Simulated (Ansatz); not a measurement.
**CaCu$_{2}$Si$_{2}$ (I4/mmm): electronic heat capacity and spin susceptibility from the density of states**

Level of theory: Ansatz, DFT r2SCAN, scalar-relativistic, plane waves, PAW.

Settings: cutoff 500 eV, Γ-centred mesh 12×12×12 on the computed 5-atom cell, Gaussian smearing of 0.10 eV; no spin polarisation.

Relaxed cell: I4/mmm, a = 4.033 Å, b = 4.033 Å, c = 9.861 Å, α = 90.00°, β = 90.00°, γ = 90.00°, 5 atoms in the primitive cell. Whether it is the stable form of this composition wasn't checked.

The density of states at the Fermi level is 1.434 states/eV in the cell of 5 atoms (1 formula unit; both spins, tetrahedra on a 18×18×18 mesh).

Question: What Sommerfeld coefficient and Pauli susceptibility does this give?

Answer: Per formula unit N(E_F) = 1.434 states/eV. γ = (π²/3) k_B² N(E_F) N_A = 2.357 mJ/(mol K²) per state/eV, so γ = 3.4 mJ/(mol K²), a mole of formula units. χ_P = μ_B² N(E_F) N_A = 3.23×10⁻⁵ emu/mol per state/eV gives 4.6×10⁻⁵ emu/mol. This is the bare band result: a measured γ of the same phase is as a rule larger by a factor 1 + λ from phonons and spin fluctuations, the spin part of χ is larger by the Stoner factor, and a measured χ also holds orbital and core terms. N(E_F) at one energy is sensitive to the mesh where the density of states has sharp peaks.

Cost: 1 run of about 8.1 core-minutes, on Intel Xeon Processor @ 2.50GHz (Skylake/Cascade Lake) (shared hosts).